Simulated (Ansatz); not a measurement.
A surface is cut from this relaxed crystal of Tl:

```
CELL_PARAMETERS angstrom
3.61243 0.00000 0.00000
-1.80621 3.12846 0.00000
0.00000 0.00000 5.56527
ATOMIC_POSITIONS crystal
Tl 0.33333 0.66667 0.75000
Tl 0.66667 0.33333 0.25000
```

Miller indices refer to the conventional cell of P6_3/mmc (No. 194), a = 3.612 Å, b = 3.612 Å, c = 5.565 Å, α = 90.00°, β = 90.00°, γ = 120.00°.

The (001) slab of 4 planes, 8.3 Å thick with 15 Å of vacuum as cut; outer planes Tl (top) and Tl (bottom).

Computed with Ansatz, DFT PBE, scalar-relativistic, plane waves, PAW. Settings: cutoff 420 eV, Γ-centred mesh 12×12×1 on the computed 4-atom cell, Gaussian smearing of 0.10 eV; no spin polarisation. A dipole correction removes the field between periodic images along c.

The slab's inner planes relax by over 3 % too, so it holds no bulk-like region.

Results for the relaxed slab:

```json
{"Surface energy (mean of both faces)": "0.27 J/m²", "Work function": "3.47 eV"}
```

Relaxation lowers the energy by 0.014 J/m² a face; the largest move is 0.106 Å.

```json
{"plane (bottom to top)": "1", "atoms": "Tl", "spacing to next, bulk (Å)": "2.783", "relaxed (Å)": "2.754", "change (%)": "-1.0"}
{"plane (bottom to top)": "2", "atoms": "Tl", "spacing to next, bulk (Å)": "2.783", "relaxed (Å)": "2.628", "change (%)": "-5.6"}
{"plane (bottom to top)": "3", "atoms": "Tl", "spacing to next, bulk (Å)": "2.783", "relaxed (Å)": "2.754", "change (%)": "-1.0"}
{"plane (bottom to top)": "4", "atoms": "Tl", "spacing to next, bulk (Å)": "", "relaxed (Å)": "", "change (%)": ""}
```

With no bulk-like middle, the error of these values can't be bounded.

Spin-orbit coupling is left out, which matters for the bands of heavy elements.

γ = (E_slab − N·E_bulk)/2A = 0.377 eV / (2 × 11.30 Å²) = 16.7 meV/Å² = 0.27 J/m², with N = 4 atoms. The cut crosses 3 bonds a cell (neighbours within 10 % of the shortest distances), so each costs 0.13 eV on this count.
